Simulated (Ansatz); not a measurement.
YGa:
```
CELL_PARAMETERS angstrom
      2.16924    -5.42173     0.00000
      2.16924     5.42173     0.00000
      0.00000     0.00000     4.06583
ATOMIC_POSITIONS crystal
  Y  0.86147 0.13853 0.25000
  Y  0.13853 0.86147 0.75000
  Ga 0.57484 0.42516 0.25000
  Ga 0.42516 0.57484 0.75000
```

Relaxed with r²SCAN.

Which orbitals make up the states near the Fermi level in r²SCAN (plane waves, PAW; program Ansatz)?

Within 0.5 eV of the Fermi level: Y 4d 71 %, Ga 4p 24 %. Projections are on Löwdin-orthogonalised atomic valence shells; empty p or d shells of many metals are not among them.

Tabulate the density of states.

States/eV per cell of 4 atoms, in 0.25 eV bins, energy from the Fermi level.

```tsv
E (eV)	total	Y 4d	Ga 4p	Ga 4s
-7.85	1.38	0.14	0.18	0.87
-7.60	0.96	0.12	0.16	0.56
-7.35	0.78	0.11	0.15	0.44
-7.10	0.69	0.10	0.14	0.37
-6.85	0.65	0.11	0.14	0.35
-6.60	0.68	0.12	0.15	0.36
-6.35	0.44	0.10	0.09	0.23
-6.10	0.33	0.06	0.08	0.16
-5.85	0.73	0.17	0.15	0.38
-5.60	0.58	0.13	0.12	0.29
-5.35	0.81	0.16	0.19	0.37
-5.10	1.07	0.21	0.25	0.48
-4.85	1.60	0.34	0.36	0.72
-4.60	1.46	0.41	0.31	0.61
-4.35	1.00	0.23	0.28	0.38
-4.10	0.37	0.08	0.11	0.14
-3.85	0.06	0.01	0.02	0.02
-3.60	0.15	0.03	0.08	0.01
-3.35	0.47	0.09	0.26	0.03
-3.10	0.88	0.17	0.49	0.07
-2.85	1.22	0.25	0.70	0.08
-2.60	1.56	0.34	0.91	0.07
-2.35	1.67	0.44	0.94	0.07
-2.10	1.70	0.49	0.94	0.07
-1.85	1.92	0.59	1.04	0.08
-1.60	2.77	0.89	1.54	0.09
-1.35	1.75	0.64	0.91	0.06
-1.10	3.33	1.15	1.92	0.07
-0.85	5.57	2.28	2.95	0.08
-0.60	4.79	2.21	2.31	0.07
-0.35	1.93	1.10	0.74	0.02
-0.10	2.63	1.88	0.60	0.02
0.15	2.98	2.30	0.53	0.02
0.40	2.42	1.96	0.35	0.01
0.65	2.05	1.70	0.27	0.01
0.90	2.02	1.69	0.24	0.01
1.15	2.13	1.80	0.24	0.01
1.40	1.69	1.45	0.15	0.01
1.65	1.77	1.51	0.15	0.02
1.90	1.35	1.12	0.15	0.02
2.15	1.80	1.44	0.23	0.03
2.40	2.06	1.65	0.23	0.07
2.65	2.81	2.25	0.35	0.07
2.90	3.18	2.55	0.35	0.09
3.15	3.27	2.63	0.33	0.12
3.40	3.73	2.97	0.36	0.17
3.65	4.35	3.32	0.37	0.28
3.90	4.53	3.39	0.35	0.32
4.15	5.84	4.46	0.51	0.41
```

Space group Cmcm. The first step of the workflow began from a Materials Project structure, measured or hypothetical; the Crystallography Open Database files this formula in space group No. 63, but the cells were not matched. Whether it is the stable phase at ambient conditions was not checked. Symmetry was held in the r²SCAN relaxation; whether a distortion lowers the energy is not shown. The run is not spin-polarised. Scalar-relativistic: spin–orbit coupling is off unless named, which matters more the heavier the elements.

Potentials: the later of the program's two PAW sets.
